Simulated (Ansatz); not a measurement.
## Ansatz run, GaH3NF3

Input file of Ansatz 0.2.0:

```yaml
crystal:
  lattice:
    - [-5.471633, 0.0, 0.0]
    - [0.0, -5.471633, 0.0]
    - [0.0, 2.735817, 4.956219]
  atoms:
    - { symbol: "N", position: [0.769, 0.34, 0.18] }
    - { symbol: "N", position: [0.231, 0.84, 0.18] }
    - { symbol: F, position: [0.7237, 0.958, 0.416] }
    - { symbol: F, position: [0.2763, 0.458, 0.416] }
    - { symbol: F, position: [0.5, 0.4076, 0.8152] }
    - { symbol: F, position: [0.5, 0.9076, 0.8152] }
    - { symbol: H, position: [0.717293, 0.545503, 0.270156] }
    - { symbol: H, position: [0.282707, 0.724653, 0.270156] }
    - { symbol: H, position: [0.282707, 0.045503, 0.270156] }
    - { symbol: H, position: [0.717293, 0.224653, 0.270156] }
    - { symbol: Ga, position: [0.7495, 0.1532, 0.8064] }
    - { symbol: Ga, position: [0.2505, 0.6532, 0.8064] }
    - { symbol: H, position: [0.935, 0.367, 0.234] }
    - { symbol: H, position: [0.065, 0.867, 0.234] }
    - { symbol: F, position: [0.0, 0.3878, 0.7756] }
    - { symbol: F, position: [0.0, 0.8878, 0.7756] }
  symmetry: { tolerance: 0.0003 }
kpoints:
  mp_grid: { grid: [5, 6, 6], shift: [0, 0, 0] }
magnetization:
  spin_polarized: false
scf:
  occupations: { method: methfessel_paxton, width: 0.0342 }
  lower_state_search: "off"
  max_iter: 200
hamiltonian:
  pseudopotentials: { kind: paw }
  xc: r2scan
basis:
  ecutwfc: 500
  fft_grid_basis: typed
output:
  forces: true
  stress: true
  eigenvalues: true
  populations: true
  elf: true
  write_potential: true
  volumetric_format: npy
  dos:
    e_range: [-12, 8]
    de: 0.05
    projected: { site_lists: { F: [F], Ga: [Ga], H: [H], "N": ["N"] } }
checkpoint:
  read: saved_state
```

The saved state is an earlier solution for the same cell, perhaps on another mesh. 

Output (shortened):

```
Pseudopotentials: kind: paw
Pseudopotential: N, paw, valence charge 5, recommended cutoff 500 eV (meta_gga), N.paw.azcp
Pseudopotential: F, paw, valence charge 7, recommended cutoff 500 eV (meta_gga), F.paw.azcp
Pseudopotential: H, paw, valence charge 1, recommended cutoff 500 eV (meta_gga), H.paw.azcp
Pseudopotential: Ga, paw, valence charge 13, recommended cutoff 500 eV (meta_gga), Ga.paw.azcp
Functional definition: r2SCAN
  exchange = r2scan_x(k0 = k0, k1 = k1, a1 = a1)
  correlation = r2scan_c
Crystal: 16 atoms, lattice volume = 148.383 Å³
Basis set: ecut = 500 eV, 3757 PW (Γ), exchange–correlation on 160×160×180 points (64 copies of the dense FFT grid, shifted against one another)
Bands: 58, of which v1, the nominal top of the filled ones, is band 42 counted from 1 (41 counted from 0)
Symmetry: 4 space group operations
Space group: Aem2 (ITA 39), of the structure as read, at distance tolerance 1.6e-3 Å
k-points: 39 of 180 (time reversal used)
Initial density: read from a saved state, or passed on in memory by an earlier SCF of this step, an earlier step, the calling program or the single point that the run made first
Functional: x = r2scan, c = r2scan; τ floored in thin density (d = 2e-4 eV/Å³)
SCF iter   1: F=—  Δρ=1.23e-3  dr2=7.75e-4  dr2_τ=5.55e-4
SCF iter   2: F=—  S|Δr|=    0.00e0  Δρ=6.19e-4  dr2=1.26e-4  dr2_τ=9.85e-5
SCF iter   3: F=—  S|Δr|=    0.00e0  Δρ=2.91e-4  dr2=3.90e-5  dr2_τ=2.09e-5
SCF iter   4: F=—  S|Δr|=    0.00e0  Δρ=3.90e-5  dr2=1.78e-6  dr2_τ=3.26e-7
SCF iter   5: F=—  S|Δr|=    0.00e0  Δρ=1.67e-5  dr2=2.63e-7  dr2_τ=6.72e-8
SCF iter   6: F=-13313.3241 eV  S|Δr|=    0.00e0  Δρ=3.03e-6  dr2=1.23e-8  dr2_τ=9.57e-10
Free energy (F): -13313.3241 eV
Harris-Foulkes:  -13313.3241 eV  (|F-HF|=1.74e-8)
Internal energy: -13313.3241 eV  (E = F + TS)
E sigma→0 (E₀):  -13313.3241 eV
Fermi energy:    3.2920 eV
--- Forces (eV/Å), atoms counted from 1 ---
  atom   1  N      1.9291     0.0000     0.9862
  atom   2  N     -1.9291     0.0000     0.9862
  atom   3  F     -0.2809     0.0000     0.8784
  atom   4  F      0.2809     0.0000     0.8784
  atom   5  F      0.0000     0.0000    -0.1117
  atom   6  F      0.0000     0.0000    -0.1117
  atom   7  H      0.9769     0.3271     0.2073
  atom   8  H     -0.9769    -0.3271     0.2073
  atom   9  H     -0.9769     0.3271     0.2073
  atom  10  H      0.9769    -0.3271     0.2073
  atom  11  Ga     0.4920     0.0000    -2.8794
  atom  12  Ga    -0.4920     0.0000    -2.8794
  atom  13  H     -4.3382     0.0000     0.7378
  atom  14  H      4.3382     0.0000     0.7378
  atom  15  F      0.0000     0.0000    -0.0259
  atom  16  F      0.0000     0.0000    -0.0259
--- Stress (GPa, compression-positive) ---
        8.6418       0.0000       0.0000
        0.0000      -3.6213       0.0000
        0.0000       0.0000       2.6104
  P = ⅓ Tr σ = 2.5436 GPa (25.436 kbar)
--- Löwdin populations: 16 sites ---
  site symbol       q [e]
     0      N      5.6475
     1      N      5.6475
     2      F      7.5506
     3      F      7.5506
     4      F      7.4722
     5      F      7.4722
     6      H      0.6447
     7      H      0.6447
     8      H      0.6447
     9      H      0.6447
    10     Ga     11.7135
    11     Ga     11.7135
    12      H      0.6424
    13      H      0.6424
    14      F      7.4763
    15      F      7.4763
  spilling = 0.0050 (of n_electrons = 84.0000)
```

Total energies depend on the potentials used, so only differences within one code and one set of settings carry meaning.

Origin: a database entry at a rescaled volume. Caveats: forces this large suggest misplaced atoms in the database entry; atoms or cell far from equilibrium.
